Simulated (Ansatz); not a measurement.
**BN: computed property card**

BN:
```xyz
12
Lattice="2.4977 0.0000 0.0000 -1.2489 2.1631 0.0000 0.0000 0.0000 19.7784" Properties=species:S:1:pos:R:3 pbc="T T T"
B      0.0000     0.0000     1.6510
N      0.0000     1.4421     1.6530
B      0.0000     1.4421     4.9447
N      1.2489     0.7210     4.9465
B      1.2489     0.7210     8.2355
N      0.0000     0.0000     8.2368
B      0.0000     0.0000    11.5402
N      1.2489     0.7210    11.5422
B      1.2489     0.7210    14.8339
N      0.0000     1.4421    14.8357
B      0.0000     1.4421    18.1247
N      0.0000     0.0000    18.1260
```

Space group P6_3mc (No. 186); conventional cell a = 2.498 Å, b = 2.498 Å, c = 19.778 Å, α = 90.00°, β = 90.00°, γ = 120.00°.

Method: the program Ansatz at the r²SCAN+D4 level (PAW). Geometry: relaxed at this level of theory. Other levels are named where they apply.

Cell and energy:

| Property | Value |
|---|---|
| Volume per atom | 8.90 Å³ |
| Density | 2.31 g/cm³ |
| Formation energy from the elements (no fitted shifts) | -1.38 eV/atom |

Electronic structure:

| Quantity | Result |
|---|---|
| Band gap | 4.70 eV (indirect) |
| Valence-band maximum | on the K–Γ line, 7 % of the way from K |
| Conduction-band minimum | at M (3 equivalent valleys) |
| Smallest direct gap on the standard path | 5.16 eV |
| Electron effective mass | 0.25, 0.99, 2.3 mₑ (principal values) |
| Hole effective mass | 0.66, 3.1, 5.3 mₑ (principal values) |
| HSE06 gap on the r²SCAN+D4 cell | 5.46 eV |

Mechanics:

| Property | Value |
|---|---|
| Bulk modulus (Birch–Murnaghan fit) | 318 kbar |
| Pressure derivative B′ | 10.6 |
| Elastic constants (relaxed ions, GPa) | C11 = 924, C12 = 202, C13 = -1.1, C33 = 33.6, C44 = 5.7 |
| Mechanical stability | stable (all eigenvalues of C positive) |
| Piezoelectric stress constants (proper, relaxed ions, C/m²) | e31 = e32 = -0.02, e33 = 0.07 |

Charges:

| Property | Value |
|---|---|
| Bader charges | B +2.30, N -2.30 e |

The start of the workflow was typed in or built on a structure type. Its sites differ from those of the usual phase in this space group: another stacking or structure type. The r²SCAN+D4 relaxation kept the symmetry of its start; whether a distortion lowers the energy is not shown. Signs of piezoelectric constants follow the polarity of the cell as given. The references are the lowest solids computed at this level, not always the standard phases (solids in place of the gases).

Potentials: the earlier of the program's two PAW sets.
